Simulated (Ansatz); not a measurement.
Ga₂PN:
```cif
data_Ga2NP
_chemical_formula_sum 'Ga2 P1 N1'
_space_group_name_H-M_alt 'P3m1'
_space_group_IT_number 156
_space_group_name_Hall 'P 3 -2"'
_cell_length_a 3.51446
_cell_length_b 3.51446
_cell_length_c 5.83350
_cell_angle_alpha 90.000
_cell_angle_beta 90.000
_cell_angle_gamma 120.000
loop_
_atom_site_label
_atom_site_type_symbol
_atom_site_symmetry_multiplicity
_atom_site_Wyckoff_symbol
_atom_site_fract_x
_atom_site_fract_y
_atom_site_fract_z
_atom_site_occupancy
Ga1 Ga 1 a 0.00000 0.00000 0.46773 1
Ga2 Ga 1 c 0.66667 0.33333 0.03791 1
P1 P 1 a 0.00000 0.00000 0.87092 1
N1 N 1 c 0.66667 0.33333 0.37344 1
```

Relaxed at zero pressure with r²SCAN (plane waves, PAW; program Ansatz).

The volume is lowered by 6 % and shape and atoms relax at that volume. What pressure results, and how do the axes share the change?

8.2 GPa; a -2.2 %, b -2.2 %, c -1.6 %; the energy rises by 23 meV/atom.

Give the new structure.


Space group P3m1 (No. 156); a = b = 3.4358 Å, c = 5.7373 Å, α = β = 90.00°, γ = 120.00°

| atom | site | symmetry | x | y | z |
|---|---|---|---|---|---|
| Ga | 1a | 3m. | 0.0000 | 0.0000 | 0.4673 |
| Ga | 1c | 3m. | 0.6667 | 0.3333 | 0.0391 |
| P | 1a | 3m. | 0.0000 | 0.0000 | 0.8682 |
| N | 1c | 3m. | 0.6667 | 0.3333 | 0.3754 |

The phase is kept; no other phase was compared at this pressure.

The start of the workflow was typed in or built on a structure type; neither database checked (COD, Materials Project) lists it. Whether it is the stable phase at ambient conditions was not checked. The r²SCAN relaxation kept the symmetry of its start; whether a distortion lowers the energy is not shown.

Potentials: the later of the program's two PAW sets.
